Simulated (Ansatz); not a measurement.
Input and command of a plane-wave DFT calculation in Ansatz:

```yaml
crystal:
  lattice:
    - [-1.7968675457, 1.7968675457, 2.9470475428]
    - [1.7968675457, -1.7968675457, 2.9470475428]
    - [1.7968675457, 1.7968675457, -2.9470475428]
  atoms:
    - { symbol: Al, position: [0.593, 0.593, 0.0] }
    - { symbol: Al, position: [0.407, 0.407, 0.0] }
    - { symbol: H, position: [0.0, 0.0, 0.0] }
basis:
  ecutwfc: 420
kpoints:
  mp_grid: { grid: [6, 6, 6] }
hamiltonian:
  xc: pbe
scf:
  occupations: { method: gaussian, width: 0.1 }
  lower_state_search: "off"
output:
  forces: true
  stress: true
  eigenvalues: true
relax:
  adjacent_minimum: "off"
  f_tol: 0.04
  max_steps: 70
  cell: { stress_tol: 0.4 }
```

```bash
ansatz run input.yaml --threads 1 --pin off --max-ram 2560MiB --backend cpu --events-out ev --progress --plain --runs-dir out
```

Processor: Intel(R) Xeon(R) 6975P-C (Granite Rapids), 1 thread, on a host shared with other jobs.

**Question.** How long does it run, and how much memory does it take?

**Answer.** About 7.4 s on 1 thread of Intel(R) Xeon(R) 6975P-C (Granite Rapids) (shared host), peak memory 0.34 GiB. It solves 8 bands at 30 k points (the mesh reduced by the symmetry that the task leaves, which can be less than the crystal's) with about 943 plane waves (on the last cell), in 78 SCF iterations over 15 ionic steps.
